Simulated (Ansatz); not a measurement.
## Zone-centre phonons of ZnS at 25 GPa: input and output

Method: DFT LDA, scalar-relativistic, plane waves, PAW (Ansatz 0.2.0).

Launched with:
```bash
ansatz run input.yaml --threads 1 --pin off --max-ram 3072MiB --backend cpu --events-out ev --progress --plain --runs-dir out
```

Input (bare energies are in eV):
```yaml
crystal:
  lattice:
    - [0.0, 2.4860651592, 2.4860651592]
    - [2.4860651592, 0.0, 2.4860651592]
    - [2.4860651592, 2.4860651592, 0.0]
  atoms:
    - { symbol: Zn, position: [0.0, 0.0, 0.0] }
    - { symbol: S, position: [0.75, 0.75, 0.75] }
basis:
  ecutwfc: 420
kpoints:
  mp_grid: { grid: [10, 10, 10] }
hamiltonian:
  xc: lda
scf:
  occupations: { method: fixed }
output:
  eigenvalues: true
phonons:
  method: dfpt
  dielectric: true
  rigid_motions: translations
  eigenvectors: true
```

The end of the output:
```
--- Phonons (Γ-DFPT): 2 representative perturbations + reference, on 171 of 1000 k-points (Σ response iterations 6) ---
  k mesh reduced under 4 symmetry operations, with k and −k counted as one. Each operation leaves every solved perturbation unchanged. A smaller set is not considered because the run solves the response ...
  ASR residual: 2.511e-4 → 0.000e0 eV/Å²; symmetrization residual: 1.192e-6 eV/Å²
  ASR residual per site (eV/Å²): 1.39e-4 2.51e-4
  Γ frequencies (cm⁻¹): 0.00 0.00 0.00 395.40 395.40 395.40
  ε∞ (high-frequency dielectric tensor):
        6.313698     0.000000    -0.000000
        0.000000     6.313698     0.000000
       -0.000000     0.000000     6.313698
  ε⁰ (static dielectric tensor: ions relaxed, cell fixed):
        7.564671     0.000000    -0.000000
        0.000000     7.564671     0.000000
       -0.000000     0.000000     7.564671
  ε⁰ − ε∞ (ionic part):
        1.250973     0.000000    -0.000000
        0.000000     1.250973     0.000000
       -0.000000     0.000000     1.250973
  softest optical mode at Γ: 395.40 cm⁻¹; the repairs (sum rule, projections) moved no ω² at Γ by more than (1.48 cm⁻¹)²
  Born effective charges Z* (e; rows j = field, columns β = displacement):
    site 0:
         1.62094   -0.00000   -0.00000
         0.00000    1.62094    0.00000
         0.00000    0.00000    1.62094
    site 1:
        -1.62094    0.00000    0.00000
        -0.00000   -1.62094   -0.00000
        -0.00000   -0.00000   -1.62094
  Z* charge neutrality: 1.724e-5 e pre-enforcement
  solved inside a basis spanned on kpoints, on 10×10×10 k-points, its susceptibility summed on 14×14×14: ε∞ is read to err by 1.6e-2, Z* by 1.2e-2 e (field_mesh: kpoints solves on kpoints); Z* is corrected for ...
  optical modes at Γ without the LO–TO term, one row a degenerate level:
      ω (cm⁻¹) modes IR ((D/Å)²/amu)
        395.40      3             8.4537
  optical modes at Γ + LO–TO along q̂ = [1.0000, 0.0000, 0.0000]:
      ω (cm⁻¹) modes IR ((D/Å)²/amu)
        395.40      2             5.6358
        432.80      1             2.8179
  optical modes at Γ + LO–TO along q̂ = [0.0000, 1.0000, 0.0000]:
      ω (cm⁻¹) modes IR ((D/Å)²/amu)
        395.40      2             5.6358
        432.80      1             2.8179
  optical modes at Γ + LO–TO along q̂ = [0.0000, 0.0000, 1.0000]:
      ω (cm⁻¹) modes IR ((D/Å)²/amu)
        395.40      2             5.6358
        432.80      1             2.8179
```

Time: 2.1 min on 1 thread of Intel(R) Xeon(R) Processor @ 2.50GHz (Skylake/Cascade Lake) (shared host), peak memory 0.58 GiB.

The real crystal has changed phase below this pressure.